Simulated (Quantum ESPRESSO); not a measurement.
# Si7As: input and log of a self-consistent run

A calculation, not a measurement. The program is pw.x of Quantum ESPRESSO 7.5 (plane-wave density functional theory). The cell is made up: 8 atoms on a zincblende/diamond lattice, with randomly drawn elements, strain and displacements, not relaxed. PseudoDojo standard norm-conserving files (v0.5 for PBE, v0.4.1 for LDA and PBEsol) set the functional; there is no spin polarisation, spin-orbit coupling or dispersion term, and the masses in the input are unused placeholders. A spin-polarised start on this cell or one of its family kept no moment.

Input:

```
&control calculation='scf', pseudo_dir='./dojo.nc.sr.pbe.v0_5.standard.upf', outdir='./o', disk_io='medium', tprnfor=.true., tstress=.true. /
&system ibrav=0, nat=8, ntyp=2, nbnd=32, ecutwfc=84.00895049, nosym=.true., tot_charge=0,
 occupations='smearing', smearing='fd', degauss=0.0073498644
/
&electrons conv_thr=7.350e-09, electron_maxstep=60, /
ATOMIC_SPECIES
As 1.0 As.upf
Si 1.0 Si.upf
CELL_PARAMETERS angstrom
5.3583 0.0842 0.0069
0.0842 5.3823 0.0282
0.0069 0.0282 5.3421
ATOMIC_POSITIONS angstrom
Si 0.0628 -0.0034 -0.0406
Si -0.1261 2.6363 2.7706
Si 2.6251 -0.0381 2.6509
Si 2.766 2.5668 0.0865
As 1.5196 1.4435 1.3157
Si 1.4348 4.0105 4.052
Si 3.8647 1.4792 3.8382
Si 4.0998 4.0356 1.2628
K_POINTS automatic
6 6 6 1 1 1
```

The log is shortened where brackets say so; the opening notice, blank lines, dates and the lines on written files are dropped, and the path of the files is cut. It prints rydbergs, bohrs and kilobars, and counts compression as positive stress.

```
     Program PWSCF v.7.5
     Parallel version (MPI & OpenMP), running on       1 processor cores
     Number of MPI processes:                 1
     Threads/MPI process:                     1
     [start-up lines left out]
     bravais-lattice index     =            0
     lattice parameter (alat)  =      10.1270  a.u.
     unit-cell volume          =    1039.4034 (a.u.)^3
     number of atoms/cell      =            8
     number of atomic types    =            2
     number of electrons       =        43.00
     number of Kohn-Sham states=           32
     kinetic-energy cutoff     =      84.0090  Ry
     charge density cutoff     =     336.0358  Ry
     scf convergence threshold =      7.3E-09
     mixing beta               =       0.7000
     number of iterations used =            8  plain     mixing
     Exchange-correlation= PBE
                           (   1   4   3   4   0   0   0)
     [axes and pseudopotential details left out]
   Cartesian axes
     site n.     atom                  positions (alat units)
         1        Si     tau(   1) = (   0.0117187  -0.0006345  -0.0075761  )
         2        Si     tau(   2) = (  -0.0235307   0.4919419   0.5170027  )
         3        Si     tau(   3) = (   0.4898520  -0.0071096   0.4946663  )
         4        Si     tau(   4) = (   0.5161443   0.4789730   0.0161412  )
         5        As     tau(   5) = (   0.2835622   0.2693617   0.2455138  )
         6        Si     tau(   6) = (   0.2677382   0.7483720   0.7561160  )
         7        Si     tau(   7) = (   0.7211652   0.2760234   0.7162203  )
         8        Si     tau(   8) = (   0.7650356   0.7530557   0.2356425  )
     number of k points=   108  Fermi-Dirac smearing, width (Ry)=  0.0073
     Number of k-points >= 100: set verbosity='high' to print them.
     Dense  grid:   108147 G-vectors     FFT dimensions: (  60,  60,  60)
     Estimated max dynamical RAM per process >     128.99 MB
     Initial potential from superposition of free atoms
     starting charge      42.9955, renormalised to      43.0000
     Starting wfcs are   37 randomized atomic wfcs
     total cpu time spent up to now is       30.1 secs
     per-process dynamical memory:    89.6 Mb
     Self-consistent Calculation
     iteration #  1     ecut=    84.01 Ry     beta= 0.70
     Davidson diagonalization with overlap
     ethr =  1.00E-02,  avg # of iterations =  5.0
     Threshold (ethr) on eigenvalues was too large:
     Diagonalizing with lowered threshold
     Davidson diagonalization with overlap
     ethr =  5.10E-04,  avg # of iterations =  4.9
     total cpu time spent up to now is      201.3 secs
     total energy              =    -271.18220172 Ry
     estimated scf accuracy    <       0.24361853 Ry
     iteration #  2     ecut=    84.01 Ry     beta= 0.70
     Davidson diagonalization with overlap
     ethr =  5.67E-04,  avg # of iterations =  2.3
     total cpu time spent up to now is      272.9 secs
     total energy              =    -271.19202357 Ry
     estimated scf accuracy    <       0.06063606 Ry
     iteration #  3     ecut=    84.01 Ry     beta= 0.70
     Davidson diagonalization with overlap
     ethr =  1.41E-04,  avg # of iterations =  4.9
     total cpu time spent up to now is      348.1 secs
     total energy              =    -271.20860811 Ry
     estimated scf accuracy    <       0.02631582 Ry
     iteration #  4     ecut=    84.01 Ry     beta= 0.70
     Davidson diagonalization with overlap
     ethr =  6.12E-05,  avg # of iterations =  3.1
     total cpu time spent up to now is      401.8 secs
     total energy              =    -271.21350480 Ry
     estimated scf accuracy    <       0.00058165 Ry
     iteration #  5     ecut=    84.01 Ry     beta= 0.70
     Davidson diagonalization with overlap
     c_bands:  1 eigenvalues not converged
     c_bands:  1 eigenvalues not converged
     c_bands:  1 eigenvalues not converged
     c_bands:  1 eigenvalues not converged
     c_bands:  1 eigenvalues not converged
     c_bands:  1 eigenvalues not converged
     c_bands:  1 eigenvalues not converged
     c_bands:  1 eigenvalues not converged
     c_bands:  1 eigenvalues not converged
     c_bands:  1 eigenvalues not converged
     c_bands:  1 eigenvalues not converged
     c_bands:  1 eigenvalues not converged
     ethr =  1.35E-06,  avg # of iterations = 11.9
     total cpu time spent up to now is      509.8 secs
     total energy              =    -271.21372260 Ry
     estimated scf accuracy    <       0.00020957 Ry
     iteration #  6     ecut=    84.01 Ry     beta= 0.70
     Davidson diagonalization with overlap
     ethr =  4.87E-07,  avg # of iterations =  2.1
     total cpu time spent up to now is      570.6 secs
     total energy              =    -271.21376436 Ry
     estimated scf accuracy    <       0.00001002 Ry
     iteration #  7     ecut=    84.01 Ry     beta= 0.70
     Davidson diagonalization with overlap
     ethr =  2.33E-08,  avg # of iterations =  2.6
     total cpu time spent up to now is      640.6 secs
     total energy              =    -271.21376657 Ry
     estimated scf accuracy    <       0.00000069 Ry
     iteration #  8     ecut=    84.01 Ry     beta= 0.70
     Davidson diagonalization with overlap
     ethr =  1.61E-09,  avg # of iterations =  3.8
     total cpu time spent up to now is      708.5 secs
     total energy              =    -271.21376684 Ry
     estimated scf accuracy    <       0.00000019 Ry
     iteration #  9     ecut=    84.01 Ry     beta= 0.70
     Davidson diagonalization with overlap
     ethr =  4.46E-10,  avg # of iterations =  2.0
     total cpu time spent up to now is      774.3 secs
     total energy              =    -271.21376688 Ry
     estimated scf accuracy    <       0.00000002 Ry
     iteration # 10     ecut=    84.01 Ry     beta= 0.70
     Davidson diagonalization with overlap
     ethr =  4.85E-11,  avg # of iterations =  2.0
     total cpu time spent up to now is      848.0 secs
     End of self-consistent calculation
     Number of k-points >= 100: set verbosity='high' to print the bands.
     the Fermi energy is     8.1698 ev
!    total energy              =    -271.21376688 Ry
     estimated scf accuracy    <          2.4E-09 Ry
     smearing contrib. (-TS)   =      -0.00480370 Ry
     internal energy E=F+TS    =    -271.20896318 Ry
     The total energy is F=E-TS. E is the sum of the following terms:
     one-electron contribution =    -146.19004566 Ry
     hartree contribution      =      92.37451584 Ry
     xc contribution           =     -69.41125773 Ry
     ewald contribution        =    -147.98217564 Ry
     convergence has been achieved in  10 iterations
     Forces acting on atoms (cartesian axes, Ry/au):
     atom    1 type  2   force =    -0.04616036    0.01776217   -0.01756272
     atom    2 type  2   force =     0.09039978    0.08078373   -0.03861666
     atom    3 type  2   force =     0.04155185   -0.04248154    0.00100948
     atom    4 type  2   force =     0.07404906    0.13378754   -0.10160647
     atom    5 type  1   force =    -0.15852907   -0.08181358    0.08253913
     atom    6 type  2   force =    -0.02149555   -0.03259748   -0.00342324
     atom    7 type  2   force =     0.01318881   -0.10355704    0.06502874
     atom    8 type  2   force =     0.00699547    0.02811620    0.01263174
     Total force =     0.335384     Total SCF correction =     0.000092
     Computing stress (Cartesian axis) and pressure
          total   stress  (Ry/bohr**3)                   (kbar)     P=       90.08
   0.00064279   0.00022623  -0.00044119           94.56       33.28      -64.90
   0.00022623   0.00056708  -0.00029508           33.28       83.42      -43.41
  -0.00044119  -0.00029508   0.00062725          -64.90      -43.41       92.27
     init_run     :     26.84s CPU     30.01s WALL (       1 calls)
     electrons    :    768.39s CPU    817.94s WALL (       1 calls)
     forces       :     15.31s CPU     15.45s WALL (       1 calls)
     stress       :     40.81s CPU     40.93s WALL (       1 calls)
     [timing details left out]
     PWSCF        :  14m11.60s CPU  15m 5.64s WALL
     JOB DONE.
```

In other units: free energy -3690.051 eV for the cell, pressure 9.01 GPa, largest force component 4.076 eV/Å. A rerun of the same cell at another strain at 1437 eV and a 8 x 8 x 8 mesh moved values by no more than 0.003 eV in energy, 0.11 GPa in stress and 0.018 eV/Å in force.